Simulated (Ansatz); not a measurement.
A geometry of Nb away from equilibrium: step 2 of the relaxation of a relaxed Nb cell displaced along its unstable phonon at q = (½, ½, ½) of its primitive reciprocal cell (113i cm⁻¹), largest move 0.15 Å. All values below come from r2SCAN (plane waves to 500 eV, PAW, scalar-relativistic; Ansatz, a first-principles code). Γ-centred k-mesh 13×13×13 on the run's cell (coarser than for final values), Fermi–Dirac smearing 0.05 eV. The plane waves were selected for a different cell earlier on the path.

```yaml
crystal:
  lattice:
    - [-5.10708, 5.19524, 2.80537]
    - [0.00000, 0.00000, 2.80537]
    - [0.00000, 5.19524, 0.00000]
  atoms:
    - { symbol: Nb, position: [0.00000, 0.25702, 0.43363] }
    - { symbol: Nb, position: [0.50000, 0.25702, 0.56637] }
    - { symbol: Nb, position: [0.00000, 0.99298, 0.93363] }
    - { symbol: Nb, position: [0.50000, 0.99298, 0.06637] }
```

Task: What forces act on the atoms (eV/Å)?

Result: 
| atom | Fx | Fy | Fz |
|---|---|---|---|
| Nb1 | 0.00 | -0.81 | -0.01 |
| Nb2 | 0.00 | 0.81 | -0.01 |
| Nb3 | 0.00 | -0.81 | 0.01 |
| Nb4 | 0.00 | 0.81 | 0.01 |

The path ends in Pnma (No. 62). No spin polarisation in the result.

The run could not lose the symmetry of its start: the end is stationary, and may be a saddle point rather than a minimum.

The end of the path is a generated cell of Nb: the first start was made by placing the elements on the sites of a structure type, and the end was not matched to a known phase here, so it may be hypothetical. Known forms of Nb include space group No. 229.
